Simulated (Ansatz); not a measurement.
# Piezoelectric response of BN, calculated with Ansatz

Space group P6_3mc (No. 186), 4 atoms in the cell of the first input below: a = 2.555 Å, b = 2.555 Å, c = 4.225 Å, α = 90.00°, β = 90.00°, γ = 120.00°.

The structure is a measured one, not always of the ambient phase, relaxed without spin–orbit coupling to zero pressure (pressure 0.0 GPa with this functional, without spin–orbit coupling). Functional: PBE.

Input:

```yaml
crystal:
  lattice:
    - [2.5545252835, 0.0, 0.0]
    - [-1.2772626417, 2.2122837901, 0.0]
    - [0.0, 0.0, 4.2245532456]
  atoms:
    - { symbol: B, position: [0.6666666667, 0.3333333333, 0.0001868914] }
    - { symbol: B, position: [0.3333333333, 0.6666666667, 0.5001868914] }
    - { symbol: "N", position: [0.6666666667, 0.3333333333, 0.3748131086] }
    - { symbol: "N", position: [0.3333333333, 0.6666666667, 0.8748131086] }
basis:
  ecutwfc: 420
  ecutrho_ratio: 4
kpoints:
  mp_grid: { grid: [16, 16, 8] }
hamiltonian:
  xc: pbe
scf:
  occupations: { method: fixed }
output:
  forces: true
  stress: true
  eigenvalues: true
  polarization: {}
elastic:
  mode: relaxed_ion
  stencil: two_point
```

```bash
ansatz run input.yaml --threads 4 --pin off --max-ram 9216MiB --backend cpu --events-out ev --progress --plain --runs-dir out
```

Time: 69 s on 4 threads of Arm Neoverse V2, with other jobs on the host, peak memory 0.56 GiB.

Elastic constants with relaxed ions (GPa, engineering shears):

```json
{"": "xx", "xx": "922.7", "yy": "128.9", "zz": "57.8", "yz": "0.0", "xz": "0.0", "xy": "0.0"}
{"": "yy", "xx": "128.9", "yy": "922.7", "zz": "57.8", "yz": "0.0", "xz": "0.0", "xy": "0.0"}
{"": "zz", "xx": "57.8", "yy": "57.8", "zz": "1007.9", "yz": "0.0", "xz": "0.0", "xy": "0.0"}
{"": "yz", "xx": "0.0", "yy": "0.0", "zz": "0.0", "yz": "330.2", "xz": "0.0", "xy": "0.0"}
{"": "xz", "xx": "0.0", "yy": "0.0", "zz": "0.0", "yz": "0.0", "xz": "330.2", "xy": "0.0"}
{"": "xy", "xx": "0.0", "yy": "0.0", "zz": "0.0", "yz": "0.0", "xz": "0.0", "xy": "396.9"}
```

Proper piezoelectric stress tensor e (C/m²):

```
      xx     yy      zz     yz     xz     xy
x  0.000  0.000   0.000  0.000  0.378  0.000
y  0.000  0.000   0.000  0.378  0.000  0.000
z  0.395  0.395  -1.094  0.000  0.000  0.000
```

Signs follow the polarity of the cell as typed: the inverted crystal has all signs reversed.

Question: Which piezoelectric strain constant d is largest in size (symmetry may tie others with it)?

Answer: d = e C⁻¹ gives d(x; xz) = 1.1 pC/N, tied by symmetry with others.

```
    xx   yy    zz   yz   xz   xy
x  0.0  0.0   0.0  0.0  1.1  0.0
y  0.0  0.0   0.0  1.1  0.0  0.0
z  0.4  0.4  -1.1  0.0  0.0  0.0
```
